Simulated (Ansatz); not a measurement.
Bi2Te3 (Bi2Te3 type, space group R-3m)

```yaml
crystal:
  lattice:
    - [2.19356, 1.26645, 10.09527]
    - [-2.19356, 1.26645, 10.09527]
    - [0.00000, -2.53291, 10.09527]
  atoms:
    - { symbol: Bi, position: [0.40015, 0.40015, 0.40015] }
    - { symbol: Bi, position: [0.59985, 0.59985, 0.59985] }
    - { symbol: Te, position: [0.00000, 0.00000, 0.00000] }
    - { symbol: Te, position: [0.20935, 0.20935, 0.20935] }
    - { symbol: Te, position: [0.79065, 0.79065, 0.79065] }
```

In this cell atom 5 (Te, nearest neighbour Bi at 3.068 Å; its periodic images, 4.4 Å or more away, move with it) is moved by u·(1.000, 0.000, 0.000) + v·(0.000, 0.000, 1.000); the rest is frozen.

Level of theory: PBE-D3(BJ) (plane waves to 420 eV, PAW, scalar-relativistic; Ansatz, an electronic-structure program). k mesh 7×7×7 (Γ-centred), Fermi-Dirac smearing 0.05 eV. Points where atoms come too close for the PAW data are left out (x in tables, blank in figures). As the smearing reaches across the gap at some points, energies and forces of such displacements shift with the k mesh and the smearing. Fu and Fv are the components of the force on the atom. Bi2Te3 was relaxed with its symmetry unable to fall. Spin-orbit coupling is left out, though Bi and Te are heavy. 

```csv
Fu (eV/Å),u = -0.770,u = -0.513,u = -0.257,u = 0.000,u = 0.257,u = 0.513,u = 0.770
v = -0.770,x,(withheld),(withheld),0.00,(withheld),(withheld),x
v = -0.513,8.00,4.79,(withheld),0.00,(withheld),-4.79,-8.00
v = -0.257,4.62,(withheld),1.46,0.00,-1.46,(withheld),-4.62
v = 0.000,2.65,1.81,0.93,0.00,-0.93,-1.81,-2.65
v = 0.257,1.66,1.14,0.59,0.00,-0.59,-1.14,-1.66
v = 0.513,1.33,0.83,0.39,0.00,-0.39,-0.83,-1.33
v = 0.770,1.66,0.90,0.35,0.00,-0.35,-0.90,-1.66
```

Q: Fill in the missing entries.

A: 
- v = -0.770, u = -0.513: 7.43
- v = -0.770, u = -0.257: 3.31
- v = -0.770, u = 0.257: -3.31
- v = -0.770, u = 0.513: -7.43
- v = -0.513, u = -0.257: 2.24
- v = -0.513, u = 0.257: -2.24
- v = -0.257, u = -0.513: 2.96
- v = -0.257, u = 0.513: -2.96

(For displaced atoms, the force is minus the slope of the energy, and its curvature is a force constant, which sets phonon frequencies.)
